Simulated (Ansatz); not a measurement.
Structure relaxation, Cu$_{2}$O

The start is a generated cell, Cu2O built in the AFLOW prototype A2B_cF24_227_d_a (C15, as in MgCu2). Cell shape, volume and atoms are optimised at zero target pressure with r2SCAN (plane waves to 500 eV, PAW, scalar-relativistic; Ansatz, an electronic-structure program). First-step values are on the input's coarse k-mesh.

Ansatz input (later rounds restart from its end on a renewed k-mesh):
Ansatz 0.2 input:
```yaml
crystal:
  lattice:
    - [0, 2.9360327, 2.9360327]
    - [2.9360327, 0, 2.9360327]
    - [2.9360327, 2.9360327, 0]
  atoms:
    - { symbol: Cu, position: [0.125, 0.125, 0.125] }
    - { symbol: Cu, position: [0.625, 0.125, 0.125] }
    - { symbol: Cu, position: [0.125, 0.625, 0.125] }
    - { symbol: Cu, position: [0.125, 0.125, 0.625] }
    - { symbol: O, position: [0.75, 0.75, 0.75] }
    - { symbol: O, position: [0.5, 0.5, 0.5] }
basis: { ecutwfc: 500, ecutrho_ratio: 4, xc_grid: 4, fft_grid_basis: typed }
kpoints: { mp_grid: { grid: [7, 7, 7] } }
hamiltonian:
  xc: r2scan
  dispersion: none
  pseudopotentials: { azcp: { folder: ./paw }, kind: paw }
scf: { occupations: { method: fermi_dirac, width: 0.05 } }
relax: { f_tol: 0.01, max_steps: 100, cell: { stress_tol: 0.02 } }
output: { forces: true, stress: true }
```

**Question.** What pressure does the first self-consistent step give?

**Answer.** +84 GPa (positive: the cell is compressed).

**Question.** By how much does the energy per atom fall from start to end?

**Answer.** 0.61 eV/atom.

**Question.** How does the volume change?

**Answer.** +36.9 %, from 8.44 to 11.55 Å³/atom.

**Question.** What band gap does the relaxed structure have at this level?

**Answer.** Zero (metallic).

**Question.** What does it relax into? Give the structure.

**Answer.** 
```cif
data_Cu16O8
_chemical_formula_sum 'Cu16 O8'
_space_group_name_H-M_alt 'Fd-3m :1'
_space_group_IT_number 227
_space_group_name_Hall 'F 4d 2 3 -1d'
_cell_length_a 6.52081
_cell_length_b 6.52081
_cell_length_c 6.52081
_cell_angle_alpha 90.000
_cell_angle_beta 90.000
_cell_angle_gamma 90.000
loop_
_atom_site_label
_atom_site_type_symbol
_atom_site_symmetry_multiplicity
_atom_site_Wyckoff_symbol
_atom_site_fract_x
_atom_site_fract_y
_atom_site_fract_z
_atom_site_occupancy
Cu1 Cu 16 c 0.12500 0.12500 0.12500 1
O1 O 8 b 0.50000 0.50000 0.50000 1
```
(The calculation used a cell of 6 atoms; values per cell refer to that cell.)

The space group stays Fd-3m (No. 227) (the run could not lower it); the end is cubic Laves (MgCu2 type), with 6 atoms in the primitive cell. Final values are on a 12×12×12 k-mesh of the relaxed cell. No spin polarisation in the result. No Hubbard U is applied.

The run could not lose the symmetry of its start, so the end can be a saddle point.

All atoms sit on sites fixed by symmetry, so only the cell could relax.

The relaxed structure here is a generated cell of Cu2O: the first start was made by placing the elements on the sites of a structure type, and the end was not matched to a known phase here, so it may be hypothetical. Known forms of Cu2O include space group No. 224.
